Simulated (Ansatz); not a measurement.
TaN (rock salt)

```xyz
4
Lattice="0.0000 4.3756 4.3756 2.1878 0.0000 2.1878 2.1878 2.1878 0.0000" Properties=species:S:1:pos:R:3 pbc="T T T"
N      0.0000     0.0000     0.0000
N      0.0000     2.1878     2.1878
Ta     2.1878     2.1878     2.1878
Ta     2.1878     4.3756     4.3756
```

In each cell atom 1 (N, nearest neighbour Ta at 2.188 Å; its periodic images, 3.1 Å or more away, move with it) moves by s·(0.707, 0.707, 0.000) (along Cartesian [110]), the rest being held.

These are PBEsol (plane waves to 420 eV, PAW, scalar-relativistic; Ansatz, a program for electronic structure) values and carry that method's errors. k mesh 15×15×15 (Γ-centred), Fermi-Dirac smearing 0.05 eV. E stands for the smeared free energy. Left out: 2 of 11 points, with atoms too close for the PAW data. With partly filled bands, energies and forces of such displacements shift with the k mesh and the smearing. Spin-orbit coupling is left out, though Ta is heavy. TaN is run without spin polarisation. TaN was relaxed with its symmetry unable to fall. This is a high-temperature form of TaN. The zero of ΔE is the undisplaced structure. The last digit holds for this mesh only.

| s (Å) | ΔE (meV/cell) |
|---|---|
| -0.528 | 1718.8 |
| -0.396 | 992.5 |
| -0.264 | withheld |
| -0.132 | 113.9 |
| 0.000 | 0.0 |
| 0.132 | 113.9 |
| 0.264 | withheld |
| 0.396 | 992.5 |
| 0.528 | 1718.8 |

Fit an even polynomial form (powers 2, 4, 6) to the given rows and predict ΔE at s = -0.264.

Least squares on the 7 given rows: ΔE = (6565)·s² + (-1591)·s⁴ + (570.1)·s⁶, in meV/cell with s in Å; root-mean-square residual 0.07 meV/cell. At -0.264 the fit gives 450.0 meV/cell; the calculation gives 450.2 meV/cell, so the interpolation is off by -0.2 (-0.0 %). The quadratic term alone would give 457.6 meV/cell.

(A displaced cell: forces are minus the slopes of the energy, force constants its curvatures, and phonons follow from these.)
